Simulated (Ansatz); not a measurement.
# Field gradients of Co from run to run

Cell of run 1: a COD entry, whose atoms a relaxation with PBE at fixed cell left in place.

```xyz
2
Lattice="2.5074 0.0000 0.0000 -1.2537 2.1715 0.0000 0.0000 0.0000 4.0699" Properties=species:S:1:pos:R:3 pbc="T T T"
Co    0.0000    1.4476    1.0175
Co    1.2537    0.7238    3.0524
```

Atom numbers follow the list; atoms alike are taken as one site, whose name carries the number of the first.

All runs are DFT with Ansatz 0.2.0 (plane waves and PAW, scalar-relativistic unless spin–orbit coupling is named, Γ-centred meshes, Fermi–Dirac smearing where given) in this cell. Start moments of run 1 as typed (μB): 2 on each Co. Antiparallel start moments (μB): -2 2 by atom.

Run 1: PBE, parallel start moments, atoms relaxed; 420 eV, 15×15×8 k-points, smearing 0.05 eV.
Run 2: r2SCAN, parallel start moments, at the relaxed atoms; 500 eV, 15×15×8 k-points, smearing 0.05 eV.
Run 3: PBE, antiparallel start moments, at the relaxed atoms; 420 eV, 15×15×8 k-points, smearing 0.05 eV.

(1) What does each run give, and what moves the gradients most?

Answers

(1) 

| run | Co V_zz (η) | absolute moment (μB) |
| --- | --- | --- |
| 1 | -0.23 (0.00) | 3.6 |
| 2 | -0.10 (0.00) | 4.2 |
| 3 | -0.23 (0.00) | 3.6 |

V_zz in 10²¹ V/m². Against run 1, the gradient tensors on these sites move by at most 0.12 in run 2 (Co), 0.00 in run 3. Taken one at a time, the functional (r2SCAN with its higher cutoff) moves the tensors on these sites by up to 0.12 (largest principal value of the change, on Co), the magnetic start by 0.00.

With these PAW files V_zz is typically within 2 to 3 % of all-electron values, but misses above 10 % occur on Co. In run 2 the program didn't check the stability of the electronic state in full, so a lower one may lie near. In runs 1, 2, 3 there is no gap above 0.1 eV, so the gradients can move by 10 % or more with the k-mesh. The cell isn't the equilibrium one in run 2 (calculated pressure -9 GPa), and the entry's cell may itself be off. Run 3: The run lost part of its start moments, as the program notes; a state with other moments may lie lower.
